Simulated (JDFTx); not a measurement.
An input for JDFTx (a modified build) (ZrB2(0001), CANDLE, water, 0.5 M KF; bohr, hartree) and the course of its log:

```
lattice \
  5.9857454643 -2.9928727416 0.0000000000 \
  0.0000000000 5.1838076423 0.0000000000 \
  0.0000000000 0.0000000000 37.0386320427
coords-type Lattice
ion B 0.6666666667 0.3333333333 0.0000000000 0
ion B 0.3333333333 0.6666666667 0.0000000000 0
ion Zr 0.0000000000 0.0000000000 -0.0864747090 0
ion Zr 0.0000000000 0.0000000000 0.0864747090 0
ion-species pseudo/b_pbe_v1.4.upf
ion-species pseudo/zr_pbe_v1.upf
elec-cutoff 20 100
elec-ex-corr gga-PBE
coulomb-interaction Slab 001
coulomb-truncation-embed 0 0 0
kpoint-folding 8 8 1
elec-smearing Fermi 0.01
elec-n-bands 25
target-mu -0.155817
electronic-scf nIterations 100 energyDiffThreshold 1e-07
fluid LinearPCM
pcm-variant CANDLE
fluid-solvent H2O
fluid-cation K+ 0.5
fluid-anion F- 0.5
fluid-minimize nIterations 400 knormThreshold 1e-12
wavefunction read f0.wfns
elec-initial-eigenvals f0.eigenvals
elec-initial-fillings read f0.fillings
fluid-initial-state f0.fluidState
dump-name f0_u3.$VAR
dump End State Ecomponents EigStats BandEigs Forces ElecDensity IonicPositions Fillings Kpoints Dtot FluidDebug BoundCharge FluidDensity
```

```
[one cycle in 5 is shown, and the last three; fluid-solver lines are left out]
	FillingsUpdate:  mu: -0.155817000  nElectrons: 29.034838
SCF: Cycle:  0   G: -95.248757418448179   dG: +2.558e-01   |Residual|: 5.254e-02   |deigs|: 9.552e-06
	FillingsUpdate:  mu: -0.155817000  nElectrons: 29.879461
SCF: Cycle:  5   G: -95.503202323511260   dG: -1.222e-03   |Residual|: 4.764e-03   |deigs|: 3.197e-04
	FillingsUpdate:  mu: -0.155817000  nElectrons: 29.875202
SCF: Cycle: 10   G: -95.503174550035268   dG: -3.455e-04   |Residual|: 4.864e-03   |deigs|: 5.787e-04
	FillingsUpdate:  mu: -0.155817000  nElectrons: 29.360839
SCF: Cycle: 15   G: -95.403242247924169   dG: +9.770e-02   |Residual|: 3.325e-02   |deigs|: 5.353e-03
	FillingsUpdate:  mu: -0.155817000  nElectrons: 29.622872
SCF: Cycle: 20   G: -95.498631973242539   dG: +3.869e-03   |Residual|: 9.398e-03   |deigs|: 8.948e-04
	FillingsUpdate:  mu: -0.155817000  nElectrons: 29.603929
SCF: Cycle: 25   G: -95.494631293881568   dG: +3.649e-03   |Residual|: 1.164e-02   |deigs|: 5.966e-04
	FillingsUpdate:  mu: -0.155817000  nElectrons: 29.098108
SCF: Cycle: 30   G: -95.415925674373185   dG: -2.174e-01   |Residual|: 3.598e-02   |deigs|: 7.332e-03
	FillingsUpdate:  mu: -0.155817000  nElectrons: 29.623617
SCF: Cycle: 35   G: -95.501678342406763   dG: +2.858e-03   |Residual|: 7.500e-03   |deigs|: 1.109e-03
	FillingsUpdate:  mu: -0.155817000  nElectrons: 29.896671
SCF: Cycle: 40   G: -95.504403965199842   dG: +8.576e-04   |Residual|: 3.146e-03   |deigs|: 5.428e-04
	FillingsUpdate:  mu: -0.155817000  nElectrons: 29.792964
SCF: Cycle: 45   G: -95.504515762341526   dG: +5.682e-04   |Residual|: 3.304e-03   |deigs|: 3.446e-04
	FillingsUpdate:  mu: -0.155817000  nElectrons: 29.767450
SCF: Cycle: 50   G: -95.505482602416123   dG: -1.961e-02   |Residual|: 1.180e-03   |deigs|: 3.443e-03
	FillingsUpdate:  mu: -0.155817000  nElectrons: 29.866227
SCF: Cycle: 55   G: -95.505188385780215   dG: -1.016e-02   |Residual|: 1.436e-03   |deigs|: 2.151e-03
	FillingsUpdate:  mu: -0.155817000  nElectrons: 29.801190
SCF: Cycle: 60   G: -95.504491403667743   dG: -4.077e-03   |Residual|: 3.436e-03   |deigs|: 9.255e-04
	FillingsUpdate:  mu: -0.155817000  nElectrons: 29.630854
SCF: Cycle: 65   G: -95.500016202333001   dG: -1.377e-03   |Residual|: 8.499e-03   |deigs|: 3.465e-04
	FillingsUpdate:  mu: -0.155817000  nElectrons: 29.729737
SCF: Cycle: 70   G: -95.505194528576993   dG: -2.300e-02   |Residual|: 2.511e-03   |deigs|: 3.310e-03
	FillingsUpdate:  mu: -0.155817000  nElectrons: 29.546903
SCF: Cycle: 75   G: -95.494048343611169   dG: +1.081e-03   |Residual|: 1.234e-02   |deigs|: 1.558e-04
	FillingsUpdate:  mu: -0.155817000  nElectrons: 29.565710
SCF: Cycle: 80   G: -95.495455327334838   dG: -4.003e-04   |Residual|: 1.150e-02   |deigs|: 1.993e-04
	FillingsUpdate:  mu: -0.155817000  nElectrons: 29.561063
SCF: Cycle: 85   G: -95.503521669221570   dG: -5.166e-01   |Residual|: 6.849e-03   |deigs|: 1.991e-02
	FillingsUpdate:  mu: -0.155817000  nElectrons: 29.602186
SCF: Cycle: 90   G: -95.505270154994435   dG: -6.048e-04   |Residual|: 5.195e-03   |deigs|: 2.169e-04
	FillingsUpdate:  mu: -0.155817000  nElectrons: 29.942003
SCF: Cycle: 95   G: -95.490081086091664   dG: +1.458e-02   |Residual|: 1.407e-02   |deigs|: 2.090e-03
	FillingsUpdate:  mu: -0.155817000  nElectrons: 29.860367
SCF: Cycle: 97   G: -95.498766104921799   dG: -1.964e-03   |Residual|: 9.285e-03   |deigs|: 3.463e-04
	FillingsUpdate:  mu: -0.155817000  nElectrons: 29.406277
SCF: Cycle: 98   G: -95.500793362823089   dG: -2.027e-03   |Residual|: 1.069e-02   |deigs|: 4.964e-03
	FillingsUpdate:  mu: -0.155817000  nElectrons: 29.476637
SCF: Cycle: 99   G: -95.504758400513026   dG: -3.965e-03   |Residual|: 6.750e-03   |deigs|: 7.971e-04
SCF: None of the convergence criteria satisfied after 100 iterations.
IonicMinimize: Iter:   0  G: -95.504758400513026  |grad|_K:  0.000e+00
IonicMinimize: Converged (|grad|_K<1.000000e-04).
```

This run gave no converged result. The electronic loop ended without meeting its threshold, so the last energy, electron count and forces aren't results.
